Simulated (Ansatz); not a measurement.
(001) slab cut from the bulk of Sr, P6_3/mmc (No. 194); the slab's formula is Sr:

```xyz
5
Lattice="4.1945 0.0000 0.0000 -2.0973 3.6326 0.0000 0.0000 0.0000 28.7571" Properties=species:S:1:pos:R:3 pbc="T T T"
Sr    2.0973    1.2109    7.5000
Sr    0.0000    2.4217   10.9393
Sr    2.0973    1.2109   14.3785
Sr    0.0000    2.4217   17.8178
Sr    2.0973    1.2109   21.2571
```

Computed with DFT PBEsol, scalar-relativistic, plane waves, PAW (Ansatz 0.2.0). Settings: cutoff 420 eV, Γ-centred mesh 9×9×1 on the computed 5-atom cell, Gaussian smearing of 0.10 eV; no spin polarisation. A dipole correction removes the field between periodic images along c.

Q: What forces act on the atoms?

A:
```json
{"atom": "Sr1", "Fx (eV/Å)": "0.000", "Fy (eV/Å)": "0.000", "Fz (eV/Å)": "0.089"}
{"atom": "Sr2", "Fx (eV/Å)": "0.000", "Fy (eV/Å)": "0.000", "Fz (eV/Å)": "-0.065"}
{"atom": "Sr3", "Fx (eV/Å)": "0.000", "Fy (eV/Å)": "0.000", "Fz (eV/Å)": "0.000"}
{"atom": "Sr4", "Fx (eV/Å)": "0.000", "Fy (eV/Å)": "0.000", "Fz (eV/Å)": "0.065"}
{"atom": "Sr5", "Fx (eV/Å)": "0.000", "Fy (eV/Å)": "0.000", "Fz (eV/Å)": "-0.089"}
```

Charge leaks into the vacuum, so work functions can be off.

The reference crystal is a form of Sr, which isn't its usual structure.